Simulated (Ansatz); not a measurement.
Given:

Ge:
```cif
data_Ge8
_chemical_formula_sum 'Ge8'
_space_group_name_H-M_alt 'P 1'
_space_group_IT_number 1
_cell_length_a 6.04122
_cell_length_b 6.04122
_cell_length_c 6.04122
_cell_angle_alpha 109.906
_cell_angle_beta 109.906
_cell_angle_gamma 109.906
loop_
_space_group_symop_operation_xyz
  'x, y, z'
loop_
_atom_site_label
_atom_site_type_symbol
_atom_site_fract_x
_atom_site_fract_y
_atom_site_fract_z
_atom_site_occupancy
Ge1 Ge 0.71281 0.71281 0.71281 1
Ge2 Ge 0.28719 0.28719 0.28719 1
Ge3 Ge 0.02114 0.71720 0.52339 1
Ge4 Ge 0.97886 0.28280 0.47661 1
Ge5 Ge 0.52339 0.02114 0.71720 1
Ge6 Ge 0.47661 0.97886 0.28280 1
Ge7 Ge 0.71720 0.52339 0.02114 1
Ge8 Ge 0.28280 0.47661 0.97886 1
```

This is the r²SCAN-relaxed structure.

All from the program Ansatz at the r²SCAN level (PAW), unless another level is named. Give the electronic character.

metallic (no gap).

Give the density of states at the Fermi level.

0.05 states/eV per atom (mean over ±0.08 eV).

Next, the gap with spin–orbit coupling?

none (metallic).

Space group R-3. The workflow started from a Materials Project entry (that database holds measured and hypothetical structures alike); the Crystallography Open Database copy checked does not list it. It is not the phase usual at ambient conditions (space group No. 227). Symmetry was held in the r²SCAN relaxation; of distortions, only those at the zone centre were tested. Scalar-relativistic: spin–orbit coupling is off unless named, which matters more the heavier the elements.

Potentials: the later of the program's two PAW sets.
